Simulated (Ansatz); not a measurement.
# Stress against strain in Li

```xyz
3
Lattice="1.5505 0.8952 7.5883 -1.5505 0.8952 7.5883 0.0000 -1.7904 7.5883" Properties=species:S:1:pos:R:3 pbc="T T T"
Li    0.0000    0.0000    0.0000
Li    0.0000    0.0000    5.0538
Li    0.0000    0.0000   17.7111
```

Atom numbers follow the list: Li1, Li2, Li3.

The structure is an experimental refinement, used without relaxation.

Theory: DFT, LDA, all-electron LAPW, scalar-relativistic (Ansatz 0.2.0).

Sampling and basis: a Γ-centred 12×12×12 k mesh, Fermi–Dirac smearing of 0.08 eV, basis error target 1 meV/atom, no spin polarisation.

The strain is applied along the Cartesian axes of the cell as listed (the other components stay zero). Fractional coordinates are held (clamped ions).

σ is the change of stress from the unstrained cell, which is at -1.31 GPa; tension is positive, so slopes are stress–strain coefficients at that pressure. In a metal the k mesh adds noise.

Only quantities that a quadratic follows smoothly over the whole series are listed; rougher ones are left out.

```
εxx = εyy  σzz (GPa)  σxx (GPa)
  -0.0200      -0.14      -0.61
   0.0000       0.00       0.00
   0.0100       0.05       0.27
   0.0200       0.10       0.52
```

(1) Fit the series and read off the stiffness at zero strain.

(2) One run, at εxx = εyy = -0.0100, is withheld. Predict its row.

## Answers

(1) Least-squares fits y = p0 + p1 x + p2 x² to the rows give σzz (GPa): p1 = 5.96, p2 = -45; σxx (GPa): p1 = 28.2, p2 = -110. So C13 + C23 = 6 GPa and C11 + C12 = 28 GPa, for these axes.

(2) The fits give -0.07, -0.29; the run gave -0.07, -0.29.
